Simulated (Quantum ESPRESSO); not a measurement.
# Moving one atom in GeGa3P4

Calculated results; nothing here was measured. They come from pw.x of Quantum ESPRESSO 7.5, a plane-wave density functional program, with PseudoDojo standard norm-conserving files (v0.5 for PBE, v0.4.1 for LDA and PBEsol). The cells are made up: elements, strain and atom displacements were drawn at random, and nothing was relaxed. There is no spin polarisation, spin-orbit coupling or dispersion term.

The cell has 8 sites of a zincblende or diamond lattice. Sites 1 to 4 hold Ge Ga Ga Ga; sites 5 to 8 hold P P P P. Cell vectors in Å: (5.454, -0.053, 0.024); (-0.053, 5.386, -0.083); (0.024, -0.083, 5.439). Settings: PBE, cutoff 1088 eV, 6 x 6 x 6 k mesh shifted by half a step, Fermi-Dirac smearing of 0.1 eV.

Each run shifts the Ga atom on site 4 along x and leaves all else fixed. Site 6 is one of its nearest neighbours. E is the free energy of the cell above the lowest run shown.

| run | shift (Å) | Fx on site 4 (eV/Å) | Fx on site 6 (eV/Å) | P (GPa) | E (meV) |
| --- | --- | --- | --- | --- | --- |
| 1 | -0.1969 | 1.496 | -1.040 | 8.08 | 90.3 |
| 2 | -0.0977 | 0.301 | -0.584 | 7.85 | 1.0 |
| 3 | -0.0513 | -0.258 | -0.386 | 7.81 | 0.0 |
| 5 | -0.0028 | -0.835 | -0.192 | 7.83 | 26.5 |
| 6 | 0.0566 | -1.523 | 0.024 | 7.92 | 96.7 |
| 7 | 0.1256 | -2.283 | 0.245 | 8.12 | 228.3 |
| 4 | -0.0320 | ? | ? | ? | ? |

A rerun of one of these cells at 1377 eV and k mesh 8 x 8 x 8 moved values by no more than 0.006 eV in the cell's energy, 0.06 GPa in stress and 0.014 eV/Å in force.

## Worked fit

A parabola through the six runs shown gives Fx on site 4 = -0.862 - 11.61 u + 2.0 u² eV/Å, with u in Å and a scatter of 0.010 eV/Å. Minus the slope, 11.61 ± 0.16 eV/Å², is this atom's force constant along x at u = 0, with its periodic images moving too. The fitted force vanishes at u = -0.073 Å, where the energy should be lowest along this line. The error is the larger of the fit's own and the change that a cubic makes, rounded up.

## Withheld run

Question: what Fx on site 4 should run 4 give?

The fit gives -0.488 eV/Å. The calculation gave -0.489 eV/Å.

```
run  shift (Å)  Fx on site 4 (eV/Å)  Fx on site 6 (eV/Å)  P (GPa)  E (meV)
  4    -0.0320               -0.489               -0.307     7.81      7.2
```